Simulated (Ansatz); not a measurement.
# Calculated with Ansatz: NiCl4, settings compared

Run with:

```bash
ansatz run input.yaml --threads 1 --pin off --max-ram 2560MiB --backend cpu --events-out ev --progress --plain --runs-dir out
```

Input:

```yaml
crystal:
  lattice:
    - [3.968377, 4.167071, 0.0]
    - [3.968377, -4.167071, 0.0]
    - [0.0, 0.0, -3.563481]
  atoms:
    - { symbol: Cl, position: [0.1894, 0.8106, 0.5] }
    - { symbol: Cl, position: [0.8106, 0.1894, 0.5] }
    - { symbol: Ni, position: [0.0, 0.0, 0.0] }
    - { symbol: Cl, position: [0.2852, 0.2852, 0.0] }
    - { symbol: Cl, position: [0.7148, 0.7148, 0.0] }
  symmetry: { tolerance: 0.0003 }
kpoints:
  mp_grid: { grid: [3, 3, 5], shift: [0, 0, 0] }
magnetization:
  spin_polarized: false
scf:
  occupations: { method: fermi_dirac }
hamiltonian:
  pseudopotentials: { kind: paw }
  xc: pbe
basis:
  ecutwfc: 420
output:
  forces: true
  stress: true
  eigenvalues: true
  write_density: true
  write_potential: true
  elf: true
  volumetric_format: npy
```

Origin of the cell: a known structure type with other elements, at an estimated volume, so it need not be a known compound.

The smearing width isn't typed, so it takes its default of 0.1 eV.

Output of this run (shortened):

```
SCF iter   1: F=—  HF=-10158.908650 eV  Δρ=3.62e-3  dr2=8.54e-3
SCF iter   2: F=—  HF=-10158.908868 eV  Δρ=2.58e-3  dr2=7.99e-3
SCF iter   3: F=—  HF=-10158.908099 eV  Δρ=1.90e-3  dr2=3.77e-3
SCF iter   4: F=—  HF=-10158.908101 eV  Δρ=1.05e-3  dr2=7.56e-4
SCF iter   5: F=—  HF=-10158.908107 eV  Δρ=3.24e-4  dr2=1.07e-4
SCF iter   6: F=—  HF=-10158.908121 eV  Δρ=2.00e-4  dr2=4.21e-5
SCF iter   7: F=—  HF=-10158.908091 eV  Δρ=1.04e-4  dr2=1.12e-5
SCF iter   8: F=—  HF=-10158.908091 eV  Δρ=1.15e-5  dr2=2.75e-7
SCF iter   9: F=-10158.908091 eV  HF=-10158.908091 eV  Δρ=8.57e-6  dr2=8.78e-8
SCF 1 converged in 9 iterations: F = -10158.908091 eV  dr2 = 8.78e-8
SCF converged after 9 iterations
Free energy (F): -10158.908091 eV
Harris-Foulkes:  -10158.908091 eV  (|F-HF|=8.05e-8)
Internal energy: -10158.725490 eV  (E = F + TS)
E sigma→0 (E₀):  -10158.816791 eV
Entropy (-TS):   -0.182600 eV (-36.520 meV/atom)
Fermi energy:    2.549282 eV
--- Per-component energies (eV) ---
  E_band       = -650.625073
  E_kinetic    = 913.170050
  E_local      = -7284.846038  (includes V_loc(G=0)·N_el)
  E_nonlocal   = 748.031791
  E_hartree    = 3034.274235
  E_xc         = -506.748383
  E_vxc        = -588.633583  (∫ρ·V_xc dr)
  E_paw        = -4263.376142  (= ΣΔE_a)
  E_vpaw       = -506.922965  (= ΣTr[D̂ρ^β])
  E_aug_tail   = 0.000870  (compensation charges beyond the density's cutoff)
  E_ewald      = -2799.231873
  E_smearing   = -0.182600  (= −TS)
  Σ components = -10158.908091   (vs F -10158.908091, Δ=0.00e0)
--- Forces (eV/Å), atoms counted from 1 ---
  atom   1  Cl     0.000000    -0.678727    -0.000000
  atom   2  Cl     0.000000     0.678727     0.000000
  atom   3  Ni     0.000000     0.000000     0.000000
  atom   4  Cl    -0.605180     0.000000     0.000000
  atom   5  Cl     0.605180    -0.000000    -0.000000
  max |Σ_I F_I| component: 0.00e0 eV/Å
--- Stress (GPa, compression-positive) ---
       -3.600626       0.000000       0.000000
        0.000000      -2.182443      -0.000000
        0.000000      -0.000000      -5.004638
  P = ⅓ Tr σ = -3.5959 GPa (-35.959 kbar)
```

The same input was run again with these changes:

1. `hamiltonian.xc` pbe → lda
2. `hamiltonian.xc` pbe → pbesol
3. `basis.ecutwfc` 420 → "250 eV"; `accuracy` default → medium; `basis.xc_grid` default → 3
4. `scf.mixing.preconditioner` default → resta

| run | end | SCF iterations | P (GPa) | max force component (eV/Å) | moment (μB) | ΔE(σ→0) (meV/atom) |
| --- | --- | --- | --- | --- | --- | --- |
| base | converged | 9 | -3.60 | 0.679 | – | 0 |
| 1 | converged | 11 | -8.62 | 1.060 | – | – |
| 2 | converged | 10 | -6.40 | 0.936 | – | – |
| 3 | converged | 12 | -2.52 | 0.438 | – | 547.90 |
| 4 | converged | 9 | -3.60 | 0.679 | – | 0.00 |

Energies are compared only where functional, datasets, charge and starting cell are the same.

Not properties of the system: run 3 (too coarse or loose: `basis.ecutwfc` = "250 eV").

Caveats of the base run: no spin polarisation, so a magnetic state may lie lower; the k mesh is coarse if the cell is a metal.

Run 3: the cutoff lies below the datasets' advice.

Time of the base run: 2.3 s on 1 thread of Intel(R) Xeon(R) 6975P-C (Granite Rapids), with other jobs on the host, peak memory 0.47 GiB, from the program's own first density.
